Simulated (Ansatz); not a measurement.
InSe$_{2}$: how the energy converges with the cutoff

InSe$_{2}$, P4/nmm, a = 3.895 Å, c = 9.626 Å. The structure is a Materials Project entry; whether it is the stable form wasn't checked. Ansatz: PBE, PAW, cutoff varied, Γ-centred 10×10×4 mesh on 6 atoms, Gaussian smearing 0.10 eV; no spin polarisation. Single points at one geometry, the cutoff alone changed; ΔE is the energy at zero smearing over the run at 850 eV (runs within 0.3 meV/atom of it are left out). The runs up to 380 eV lie under the cutoff recommended for these PAW datasets.

| cutoff (eV) | ΔE (meV/atom) |
| --- | --- |
| 150 | ? |
| 200 | 4651.01 |
| 250 | 573.31 |
| 300 | 41.12 |
| 350 | 2.25 |
| 380 | 1.40 |
| 420 | 0.94 |
| 460 | 0.45 |

Question: Assume ΔE falls exponentially with the cutoff, fit y = ln ΔE against x, the cutoff in eV, to the other rows, and predict the missing value.

Answer: y = 8.445, 6.351, 3.716, 0.811, 0.336, -0.062, -0.799. Means x = 337.1, y = 2.6854; Σ(Δx)² = 51743, ΣΔxΔy = -1928; the slope is their ratio. y = 15.25 − 0.03726 x, a factor of ten per 62 eV. At 150 eV this gives ΔE = 15693.47 meV/atom. The run gave 28402.12, a ratio of 0.55. Between neighbouring rows the decay runs from a factor of ten per 40 eV to one per 231 eV, so one exponential is only a rough guide.